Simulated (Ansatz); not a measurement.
Relaxation of a relaxed AlRu cell squeezed uniformly to 80 % of its volume; 2 atoms in the cell, which starts as Pm-3m (No. 221), cP2; a = b = c = 2.7687 Å, α = β = γ = 90.00°. All values below come from r2SCAN (plane waves to 500 eV, PAW, scalar-relativistic; Ansatz, a program for electronic structure). Γ-centred k-mesh 17×17×17 on the run's cell, Fermi–Dirac smearing 0.05 eV. This is the first round of the run. 

The optimiser's lines from the output (shortened; P is positive under compression):

```
relax step   1: F+E_penalty+E_count = -6431.46323875 eV  Δ(F+E_penalty+E_count) = +0.000e0 eV  max|allowed force component| = 1.500e-28 eV/Å  Δτ_max = 0.0000 Å  P = +79.583 GPa  Ω = 21.225 Å³  (6 SCF iters, dr2 threshold 1.00e-7 eV, accepted)
relax step   2: F+E_penalty+E_count = -6432.41563738 eV  Δ(F+E_penalty+E_count) = -9.524e-1 eV  max|allowed force component| = 4.996e-30 eV/Å  Δτ_max = 0.0000 Å  P = +21.333 GPa  Ω = 24.462 Å³  (8 SCF iters, dr2 threshold 2.00e-7 eV, accepted)
relax step   3: F+E_penalty+E_count = -6432.53248899 eV  Δ(F+E_penalty+E_count) = -1.169e-1 eV  max|allowed force component| = 4.207e-30 eV/Å  Δτ_max = 0.0000 Å  P = +5.499 GPa  Ω = 25.906 Å³  (7 SCF iters, dr2 threshold 2.00e-7 eV, accepted)
relax step   4: F+E_penalty+E_count = -6432.54252075 eV  Δ(F+E_penalty+E_count) = -1.003e-2 eV  max|allowed force component| = 3.205e-30 eV/Å  Δτ_max = 0.0000 Å  P = +0.651 GPa  Ω = 26.448 Å³  (6 SCF iters, dr2 threshold 2.00e-7 eV, accepted)
relax step   5: F+E_penalty+E_count = -6432.54264624 eV  Δ(F+E_penalty+E_count) = -1.255e-4 eV  max|allowed force component| = 8.546e-30 eV/Å  Δτ_max = 0.0000 Å  P = +0.002 GPa  Ω = 26.525 Å³  (4 SCF iters, dr2 threshold 2.00e-7 eV, accepted)
relax step   6: F+E_penalty+E_count = -6432.54582137 eV  Δ(F+E_penalty+E_count) = -3.175e-3 eV  max|allowed force component| = 1.630e-29 eV/Å  Δτ_max = 0.0000 Å  P = +0.043 GPa  Ω = 26.525 Å³  stress off target by 4.25e-2 GPa  SCF on the basis re-selected at this cell (its energy is not comparable with the rows above)  (8 SCF iters)
relax step   7: F+E_penalty+E_count = -6432.54581981 eV  Δ(F+E_penalty+E_count) = +1.562e-6 eV  max|allowed force component| = 3.172e-30 eV/Å  Δτ_max = 0.0000 Å  P = +0.000 GPa  Ω = 26.531 Å³  (3 SCF iters, dr2 threshold 4.52e-9 eV, accepted)
relax step   8: F+E_penalty+E_count = -6432.54582139 eV  Δ(F+E_penalty+E_count) = -1.582e-6 eV  max|allowed force component| = 2.671e-30 eV/Å  Δτ_max = 0.0000 Å  P = +0.000 GPa  Ω = 26.531 Å³  stress off target by 2.66e-4 GPa  SCF on the basis re-selected at this cell (its energy is not comparable with the rows above)  (5 SCF iters)
```

From the first to the last row the energy changes by -0.54 eV/atom and the volume by +25.0 %. The last row is marked as not comparable with the walk above it, whose basis was carried along; it does compare with step 1, since both stand on a basis selected at the nominal cutoff for their own cell.

Later rounds, restarted from the end of this one on a renewed k-mesh, logged 2 more steps and released under 0.01 eV/atom more. The final structure after all rounds: Pm-3m (No. 221), cP2, CsCl type; a = 2.983 Å, b = 2.983 Å, c = 2.983 Å, α = 90.00°, β = 90.00°, γ = 90.00°. Between re-selections the logged energies stand on a plane-wave basis carried along with the cell. No spin polarisation in the result.

The run could not lose the symmetry of its start.

All atoms sit on sites fixed by symmetry, so only the cell could relax.
